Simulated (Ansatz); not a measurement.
**Fields on a plane of Bi (A7 type, space group R-3m)**

```yaml
crystal:
  lattice:
    - [2.26027, 1.30497, 4.00943]
    - [-2.26027, 1.30497, 4.00943]
    - [0.00000, -2.60994, 4.00943]
  atoms:
    - { symbol: Bi, position: [0.23371, 0.23371, 0.23371] }
    - { symbol: Bi, position: [0.76629, 0.76629, 0.76629] }
```

The slice is a (0001) plane (indices of the conventional cell) through the point (0.234, 0.234, 0.234) (fractional), spanned by u = [1 0 -1] and v = [-1 2 -1] in vectors of this cell: u (4.52 Å) and v (7.83 Å, at 90° to u). It covers one period; positions are fractions (u, v).

Atoms on it: Bi at (0.00, 0.00); Bi at (0.50, 0.50).

These are r2SCAN+rVV10 (plane waves to 500 eV, PAW, scalar-relativistic; Ansatz, a program for electronic structure) values and carry that method's errors. k mesh 13×13×13. Near the nuclei the fields are pseudised (PAW); where an atom keeps semicore shells as valence, they peak there. Bi was relaxed with its symmetry unable to fall. Spin-orbit coupling is left out, though Bi is heavy.

```
|xxxx8899998844334488999988xx|
|7788999999885555558899999988|
|9999999999776655667799999999|
|9988887766665555556666778888|
|5555443344555566555544334455|
|1111111122446677664422111111|
|0000001133668899886633110000|
|0000002266999999999966220000|
|0000115588999999999988551100|
|0011338899998866889999883311|
|002255999988xxxxxx8899995522|
|223377999966xxxxxx6699997733|
|334488999988xxxxxx8899998844|
|5555889999998877889999998855|
|5566779999999999999999997766|
|5555666677888899888877666655|
|6655554433445555554433445555|
|7766442211111111111111224466|
|9988663311000000000011336688|
|9999996622000000000022669999|
|9999998855110000001155889999|
|6688999988331100113388999988|
|xxxx8899995522002255999988xx|
|xxxx6699997733223377999966xx|
```
Scale: ten equal steps from 0.03 (start of '0') to 0.45 (end of '9'), in the order '0123456789'. Values: electron localisation function (ELF). The map has 14 points along u (two characters each, u = 0 at the left) and 24 along v (v = 0 in the bottom row). Points within 0.5 Å of a nucleus are blanked (x), as the pseudised field means little there.

```
|@@#+-::.::-+#@|
|%#*=-:::::-=*#|
|++=--:::::--=+|
|---:::::::::--|
|::...:::::...:|
|  ...:::::... |
|   ..::-::..  |
|   .:--=--:.  |
|  .:-=+++=-:. |
|  .-=*#%#*=-. |
| .:-+#@@@#+-:.|
|..:-+%@@@%+-:.|
|.::-+#@@@#+-::|
|:::-=*#%#*=-::|
|:::--=+++=--::|
|:::::-----::::|
|:::...:::...::|
|:::...   ...::|
|-::..     ..::|
|=--:.     .:--|
|++=-:.   .:-=+|
|%#*=-.   .-=*#|
|@@#+-:. .:-+#@|
|@@%+-:...:-+%@|
```
Scale: ten equal steps from -1.59 (start of ' ') to 0.91 (end of '@'), in the order ' .:-=+*#%@'. Values: log₁₀ of the valence density in e/Å³. The map has 14 points along u (one character each, u = 0 at the left) and 24 along v (v = 0 in the bottom row). The scale is logarithmic, as a density can span decades between atoms and voids.
